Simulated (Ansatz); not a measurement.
SiGe in space group Pmma (No. 51; Si on 2e, Ge on 2f) at seven volumes, PBE in the plane-wave PAW code Ansatz, shape and atoms relaxed at each. One row is withheld.

```json
[
 {"V (Å³/atom)": "19.993", "P (GPa)": "8.68"},
 {"V (Å³/atom)": "20.652", "P (GPa)": "5.29"},
 {"V (Å³/atom)": "21.311", "P (GPa)": "?"},
 {"V (Å³/atom)": "21.970", "P (GPa)": "0.00"},
 {"V (Å³/atom)": "22.629", "P (GPa)": "-2.05"},
 {"V (Å³/atom)": "23.288", "P (GPa)": "-3.78"},
 {"V (Å³/atom)": "23.947", "P (GPa)": "-5.23"}
]
```

### Question
Fit the shown pressures and predict the withheld one.

### Answer
P = (3/2)B₀(x^(7/2) − x^(5/2))[1 + (3/4)(B′ − 4)(x − 1)] with x = (V₀/V)^(2/3). Least squares on the six rows gives V₀ = 21.970 Å³/atom, B₀ = 74.1 GPa, B′ = 4.61. At V = 21.311, x = 1.0205 and P = 2.42 GPa. The run itself gave 2.43 GPa.

The start of the workflow was typed in or built on a structure type; neither database checked (COD, Materials Project) lists it. Its standing as an ambient phase is unchecked. The cell was relaxed with PBE under the symmetry of its start; whether a distortion lowers the energy is not shown.

Potentials: the later of the program's two PAW sets.
